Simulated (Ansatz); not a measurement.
Ansatz (an electronic-structure program) input:

Ansatz 0.2 input:
```yaml
crystal:
  lattice:
    - [0.0, 3.4331927667, 3.4331927667]
    - [3.4331927667, 0.0, 3.4331927667]
    - [3.4331927667, 3.4331927667, 0.0]
  atoms:
    - { symbol: Ba, position: [0.0, 0.0, 0.0] }
    - { symbol: Te, position: [0.5, 0.5, 0.5] }
kpoints:
  mp_grid: { grid: [7, 7, 7] }
hamiltonian:
  xc: lda
  pseudopotentials: { kind: paw }
scf:
  occupations: { method: fixed }
elastic: { mode: relaxed_ion, stencil: two_point, amplitude: 0.005, f_tol: 0.0005 }
```

Output (shortened):

```
Pseudopotential: Ba, paw, valence charge 10
Pseudopotential: Te, paw, valence charge 16
Functional definition: SPW92
Crystal: 2 atoms, lattice volume = 80.933 Å³
Basis set: ecut = 420 eV, 1591 PW (Γ)
Bands: 17, of which v1, the nominal top of the filled ones, is band 13 counted from 1 (12 counted from 0)
Symmetry: 48 space group operations
Space group: Fm-3m (ITA 225), of the structure as read, at distance tolerance 4.3e-5 Å
k-points: 20 of 343
SCF iter   1: F=—  HF=-12610.410811 eV  |F-HF|=—  |Δ(HF+E_count)|=         —  Δρ=3.71e-3  dr2=6.46e-3  ethr=1.77e-3  ⟨swp⟩=5.8  Hψ=1656  notcnv=0  defer=32
preconditioner: auto → none
SCF iter   2: F=—  HF=-12610.408416 eV  |F-HF|=—  |Δ(HF+E_count)|=   2.40e-3  Δρ=1.75e-3  dr2=1.01e-3  ethr=2.49e-5  ⟨swp⟩=3.1  Hψ=765  notcnv=0  defer=36
SCF iter   3: F=—  HF=-12610.408389 eV  |F-HF|=—  |Δ(HF+E_count)|=   2.64e-5  Δρ=4.90e-4  dr2=1.56e-4  ethr=3.88e-6  ⟨swp⟩=2.0  Hψ=468  notcnv=0  defer=36
SCF iter   4: F=—  HF=-12610.408370 eV  |F-HF|=—  |Δ(HF+E_count)|=   1.98e-5  Δρ=4.78e-5  dr2=1.61e-6  ethr=6.00e-7  ⟨swp⟩=2.4  Hψ=555  notcnv=0  defer=34
SCF iter   5: F=—  HF=-12610.408368 eV  |F-HF|=—  |Δ(HF+E_count)|=   1.57e-6  Δρ=1.22e-5  dr2=1.68e-7  ethr=6.19e-9  ⟨swp⟩=2.0  Hψ=600  notcnv=0  defer=10
SCF iter   6: F=—  HF=-12610.408368 eV  |F-HF|=—  |Δ(HF+E_count)|=   8.78e-8  Δρ=3.20e-6  dr2=9.18e-9  ethr=6.47e-10  ⟨swp⟩=2.0  Hψ=600  notcnv=0  defer=10
SCF iter   7: F=—  HF=-12610.408368 eV  |F-HF|=—  |Δ(HF+E_count)|=   4.04e-9  Δρ=5.12e-7  dr2=3.55e-10  ethr=3.53e-11  ⟨swp⟩=2.0  Hψ=600  notcnv=0  defer=10
SCF iter   8: F=—  HF=-12610.408368 eV  |F-HF|=—  |Δ(HF+E_count)|=  1.95e-10  Δρ=1.14e-7  dr2=1.50e-11  ethr=1.37e-12  ⟨swp⟩=2.0  Hψ=600  notcnv=0  defer=10
SCF iter  10: F=-12610.408368 eV  HF=-12610.408368 eV  |F-HF|=1.82e-12  |Δ(HF+E_count)|=  7.28e-12  Δρ=1.21e-9  dr2=1.34e-15  ethr=1.00e-12  ⟨swp⟩=8.4  Hψ=2320  notcnv=0
SCF 1 converged in 10 iterations: F = -12610.408368 eV  dr2 = 1.34e-15
Crystal: 2 atoms, lattice volume = 80.528 Å³
Basis set: ecut = 420 eV, 1551 PW (Γ)
Symmetry: 16 space group operations
k-points: 40 of 343
iter 1 solved again at ethr=2.99e-7 eV; its pass at ethr=3.10e-3 eV (dr2=7.77e-5 eV) is discarded
SCF iter   1: F=—  HF=-12610.407875 eV  |F-HF|=—  |Δ(HF+E_count)|=         —  Δρ=2.84e-4  dr2=1.46e-4  ethr=2.99e-7  ⟨swp⟩=3.0  Hψ=4073  notcnv=0  defer=77
preconditioner: auto → none
SCF iter   2: F=—  HF=-12610.407819 eV  |F-HF|=—  |Δ(HF+E_count)|=   5.54e-5  Δρ=9.71e-5  dr2=1.34e-5  ethr=2.99e-7  ⟨swp⟩=2.3  Hψ=1017  notcnv=0  defer=71
SCF iter   3: F=—  HF=-12610.407813 eV  |F-HF|=—  |Δ(HF+E_count)|=   6.56e-6  Δρ=3.56e-5  dr2=1.54e-6  ethr=3.79e-8  ⟨swp⟩=2.3  Hψ=1200  notcnv=0  defer=29
SCF iter   4: F=—  HF=-12610.407814 eV  |F-HF|=—  |Δ(HF+E_count)|=   1.72e-6  Δρ=1.14e-5  dr2=7.52e-8  ethr=4.34e-9  ⟨swp⟩=3.0  Hψ=1199  notcnv=0  defer=9
SCF iter   5: F=—  HF=-12610.407814 eV  |F-HF|=—  |Δ(HF+E_count)|=   5.20e-9  Δρ=6.97e-7  dr2=2.11e-10  ethr=2.12e-10  ⟨swp⟩=2.7  Hψ=1153  notcnv=0  defer=9
SCF iter   6: F=—  HF=-12610.407814 eV  |F-HF|=—  |Δ(HF+E_count)|=  7.46e-11  Δρ=1.03e-7  dr2=5.32e-12  ethr=5.95e-13 (applied; sched 1.00e-12)  ⟨swp⟩=2.0  Hψ=1191  notcnv=0  defer=9
SCF iter   7: F=-12610.407814 eV  HF=-12610.407814 eV  |F-HF|=1.82e-12  |Δ(HF+E_count)|=  1.82e-12  Δρ=1.35e-8  dr2=8.65e-14  ethr=1.00e-12  ⟨swp⟩=3.9  Hψ=3154  notcnv=0
SCF 2 converged in 7 iterations: F = -12610.407814 eV  dr2 = 8.65e-14
Crystal: 2 atoms, lattice volume = 81.337 Å³
Basis set: ecut = 420 eV, 1615 PW (Γ)
iter 1 solved again at ethr=6.26e-10 eV; its pass at ethr=3.10e-3 eV (dr2=1.63e-7 eV) is discarded
SCF iter   1: F=—  HF=-12610.407820 eV  |F-HF|=—  |Δ(HF+E_count)|=         —  Δρ=8.30e-5  dr2=1.69e-7  ethr=6.26e-10  ⟨swp⟩=2.3  Hψ=3538  notcnv=0  defer=42
preconditioner: auto → none
SCF iter   2: F=—  HF=-12610.407825 eV  |F-HF|=—  |Δ(HF+E_count)|=   5.48e-6  Δρ=4.14e-5  dr2=3.46e-8  ethr=6.26e-10  ⟨swp⟩=1.0  Hψ=680  notcnv=0  defer=42
SCF iter   3: F=—  HF=-12610.407827 eV  |F-HF|=—  |Δ(HF+E_count)|=   1.82e-6  Δρ=3.00e-6  dr2=4.83e-10  ethr=1.33e-10  ⟨swp⟩=1.1  Hψ=687  notcnv=0  defer=42
SCF iter   4: F=—  HF=-12610.407827 eV  |F-HF|=—  |Δ(HF+E_count)|=   9.39e-9  Δρ=4.95e-7  dr2=1.75e-10  ethr=1.86e-12  ⟨swp⟩=2.0  Hψ=1194  notcnv=0  defer=42
SCF iter   5: F=—  HF=-12610.407827 eV  |F-HF|=—  |Δ(HF+E_count)|=  1.04e-10  Δρ=8.86e-8  dr2=3.50e-12  ethr=6.75e-13 (applied; sched 1.00e-12)  ⟨swp⟩=2.2  Hψ=903  notcnv=0  defer=42
SCF iter   6: F=-12610.407827 eV  HF=-12610.407827 eV  |F-HF|=1.82e-12  |Δ(HF+E_count)|=  3.64e-12  Δρ=8.97e-9  dr2=5.04e-14  ethr=1.00e-12  ⟨swp⟩=4.0  Hψ=3479  notcnv=0
SCF 3 converged in 6 iterations: F = -12610.407827 eV  dr2 = 5.04e-14
Crystal: 2 atoms, lattice volume = 80.932 Å³
Basis set: ecut = 420 eV, 1603 PW (Γ)
Symmetry: 8 space group operations
k-points: 64 of 343
iter 1 solved again at ethr=6.33e-8 eV; its pass at ethr=3.10e-3 eV (dr2=1.65e-5 eV) is discarded
SCF iter   1: F=—  HF=-12610.408301 eV  |F-HF|=—  |Δ(HF+E_count)|=         —  Δρ=1.03e-4  dr2=6.81e-6  ethr=6.33e-8  ⟨swp⟩=3.0  Hψ=6374  notcnv=0  defer=128
preconditioner: auto → none
SCF iter   2: F=—  HF=-12610.408303 eV  |F-HF|=—  |Δ(HF+E_count)|=   1.42e-6  Δρ=4.82e-5  dr2=1.52e-6  ethr=2.62e-8  ⟨swp⟩=1.0  Hψ=1088  notcnv=0  defer=72
SCF iter   3: F=—  HF=-12610.408301 eV  |F-HF|=—  |Δ(HF+E_count)|=   1.20e-6  Δρ=3.08e-6  dr2=4.17e-9  ethr=5.86e-9  ⟨swp⟩=2.3  Hψ=1743  notcnv=0  defer=39
SCF iter   4: F=—  HF=-12610.408301 eV  |F-HF|=—  |Δ(HF+E_count)|=   2.14e-9  Δρ=3.07e-7  dr2=6.99e-11  ethr=1.60e-11  ⟨swp⟩=2.0  Hψ=1827  notcnv=0  defer=39
SCF iter   5: F=—  HF=-12610.408301 eV  |F-HF|=—  |Δ(HF+E_count)|=  1.09e-11  Δρ=7.08e-8  dr2=4.68e-12  ethr=2.69e-13 (applied; sched 1.00e-12)  ⟨swp⟩=2.0  Hψ=1697  notcnv=0  defer=39
SCF iter   6: F=—  HF=-12610.408301 eV  |F-HF|=—  |Δ(HF+E_count)|=  1.09e-11  Δρ=2.36e-8  dr2=1.07e-12  ethr=1.80e-14 (applied; sched 1.00e-12)  ⟨swp⟩=2.4  Hψ=1597  notcnv=0  defer=39
SCF iter   7: F=-12610.408301 eV  HF=-12610.408301 eV  |F-HF|=0.00e0  |Δ(HF+E_count)|=  3.64e-12  Δρ=3.67e-9  dr2=6.49e-15  ethr=1.00e-12  ⟨swp⟩=3.3  Hψ=4931  notcnv=0
SCF 4 converged in 7 iterations: F = -12610.408301 eV  dr2 = 6.49e-15
Crystal: 2 atoms, lattice volume = 80.932 Å³
iter 1 solved again at ethr=5.70e-11 eV; its pass at ethr=3.10e-3 eV (dr2=1.48e-8 eV) is discarded
SCF iter   1: F=—  HF=-12610.408301 eV  |F-HF|=—  |Δ(HF+E_count)|=         —  Δρ=2.90e-5  dr2=1.48e-8  ethr=5.70e-11  ⟨swp⟩=3.2  Hψ=6185  notcnv=0  defer=65
preconditioner: auto → none
SCF iter   2: F=—  HF=-12610.408301 eV  |F-HF|=—  |Δ(HF+E_count)|=   7.16e-7  Δρ=1.45e-5  dr2=3.62e-9  ethr=5.67e-11  ⟨swp⟩=1.0  Hψ=1088  notcnv=0  defer=65
SCF iter   3: F=—  HF=-12610.408301 eV  |F-HF|=—  |Δ(HF+E_count)|=   2.39e-7  Δρ=3.86e-7  dr2=1.01e-10  ethr=1.39e-11  ⟨swp⟩=1.0  Hψ=1088  notcnv=0  defer=65
SCF iter   4: F=—  HF=-12610.408301 eV  |F-HF|=—  |Δ(HF+E_count)|=  7.28e-11  Δρ=4.80e-8  dr2=1.22e-12  ethr=3.90e-13 (applied; sched 1.00e-12)  ⟨swp⟩=2.0  Hψ=1834  notcnv=0  defer=65
SCF iter   5: F=-12610.408301 eV  HF=-12610.408301 eV  |F-HF|=0.00e0  |Δ(HF+E_count)|=  3.64e-12  Δρ=3.99e-9  dr2=5.46e-15  ethr=1.00e-12  ⟨swp⟩=5.0  Hψ=4657  notcnv=0
SCF 5 converged in 5 iterations: F = -12610.408301 eV  dr2 = 5.46e-15
SCF converged after 10 iterations
Free energy (F): -12610.408368 eV
Harris-Foulkes:  -12610.408368 eV  (|F-HF|=1.82e-12)
Internal energy: -12610.408368 eV  (E = F + TS)
E sigma→0 (E₀):  -12610.408368 eV
Fermi energy:    6.733207 eV
--- Per-component energies (eV) ---
  E_band       = -324.556941
  E_kinetic    = 352.062867
  E_local      = -1795.853046  (includes V_loc(G=0)·N_el)
  E_nonlocal   = -244.155624
  E_hartree    = 1014.037764
  E_xc         = -291.919829
  E_vxc        = -242.273852  (∫ρ·V_xc dr)
  E_paw        = -9568.420707  (= ΣΔE_a)
  E_vpaw       = -422.412597  (= ΣTr[D̂ρ^β])
  E_aug_tail   = -0.000215  (compensation charges beyond the density's cutoff)
  E_ewald      = -2077.120754
  E_core_change = 0.961177  (= ΣΔE_core)
  E_smearing   =  0.000000  (= −TS)
  E_closure    =  0.000000  (closes the sum)
  Σ components = -12610.408368   (vs F -12610.408368, Δ=0.00e0)
  [band-id]    e_kinetic+e_local+e_nonlocal+2·e_hartree+e_vxc+e_vpaw+e_augmentation_tail = -324.556939   (vs E_band -324.556941, Δ=2.18e-6)
--- Forces (eV/Å), atoms counted from 1 ---
  atom   1  Ba     0.00000000     0.00000000     0.00000000
  atom   2  Te     0.00000000     0.00000000     0.00000000
  max |Σ_I F_I| component: 0.0 eV/Å
--- Stress (GPa, compression-positive) ---
       -0.002557       0.000000       0.000000
        0.000000      -0.002557       0.000000
        0.000000       0.000000      -0.002557
  P = ⅓ Tr σ = -0.0026 GPa (-0.026 kbar)
--- Band table (eV; the first three rows and the last of 20) ---
  k-point 0: bands = ["-28.1545", "-28.1545", "-28.1432", "-28.1432", "-28.1432", "-20.0546", "-5.1647", "-5.1647", "-5.1647", "-2.9825", "6.7332", "6.7332", "6.7332", "9.6097", "9.6097", "9.6097", "9.7109"]
  k-point 1: bands = ["-28.1545", "-28.1545", "-28.1432", "-28.1432", "-28.1432", "-20.0511", "-5.3020", "-5.1671", "-5.1671", "-2.7861", "6.0548", "6.4203", "6.4203", "9.6239", "9.8699", "9.8699", "10.5941"]
  k-point 2: bands = ["-28.1545", "-28.1545", "-28.1432", "-28.1431", "-28.1431", "-20.0433", "-5.5550", "-5.1724", "-5.1724", "-2.3906", "5.0536", "5.9030", "5.9030", "9.8741", "10.5575", "10.5575", "12.0560"]
  k-point 19: bands = ["-28.1548", "-28.1544", "-28.1432", "-28.1431", "-28.1429", "-20.0297", "-5.4530", "-5.3694", "-5.2755", "-2.4560", "5.2950", "5.7638", "5.8355", "9.8130", "10.6726", "11.8889", "12.2365"]
--- Elastic constants: 2 strain directions × 2 members + reference (group order 48) ---
  dense FFT box of the reference and of every strained cell: 36×36×36
  strains applied: 11, 23; error gains: componentwise 1.00 (the most a stress slope's error grows in a printed constant), spectral 1.73 (1 for all six strains …
  C = ∂σ_k/∂η_j (tension-positive GPa; Voigt order 11 22 33 23 13 12):
        87.566      9.188      9.188      0.000      0.000      0.000
         9.188     87.566      9.188      0.000      0.000      0.000
         9.188      9.188     87.566      0.000      0.000      0.000
         0.000      0.000      0.000     11.312      0.000      0.000
         0.000      0.000      0.000      0.000     11.312      0.000
         0.000      0.000      0.000      0.000      0.000     11.312
  reference stress σ⁰ (GPa):      0.003      0.003      0.003      0.000      0.000      0.000
  C* (energy form; C + prestress term) asymmetry max|C*_kj − C*_jk| = 1.776e-15 GPa — a small one proves nothing (zero by symmetry where the batch's group is …
  moduli (Voigt/Reuss/Hill, GPa): K = 35.31/35.31/35.31   G = 22.46/15.81/19.14   E = 48.63   ν = 0.271
  mechanically stable: yes (min eigenvalue of sym C = 11.31 GPa)
  where every solve meets its electron count the energy-path curvature estimates C_jj along a normal strain and C_jj − ¼(σ⁰_aa + σ⁰_bb) along a shear (ab), of …
  strain η (Voigt 11):  stress-route row diagonal C_11 = 87.57 GPa, energy-path curvature d²(F+E_count+ΔE)/dδ²/Ω₀ = 87.54 GPa
         δ    σ_11 (GPa)             F (eV)   n_scf  n_hpsi   n_pw
    -5.000e-3      -0.4498      -12610.4078144       7   13951   1596   relax 0 steps, max|allowed force component| 0.0 eV/Å
     5.000e-3       0.4259      -12610.4078270       6   11451   1615   relax 0 steps, max|allowed force component| 0.0 eV/Å
  strain η (Voigt 23):  stress-route row diagonal C_44 = 11.31 GPa, energy-path curvature d²(F+E_count+ΔE)/dδ²/Ω₀ = 11.32 GPa
         δ    σ_23 (GPa)             F (eV)   n_scf  n_hpsi   n_pw
    -5.000e-3      -0.0566      -12610.4083015       7   20807   1603   relax 0 steps, max|allowed force component| 0.0 eV/Å
     5.000e-3       0.0566      -12610.4083015       5   16398   1603   relax 0 steps, max|allowed force component| 0.0 eV/Å
```

Cost: very roughly 30 core-seconds on shared cores.

Symmetry was held in the LDA relaxation; of distortions, only those at the zone centre were tested. Spin–orbit coupling is left out wherever it is not named.

Potentials: the later of the program's two PAW sets.

Ansatz is a plane-wave DFT program.
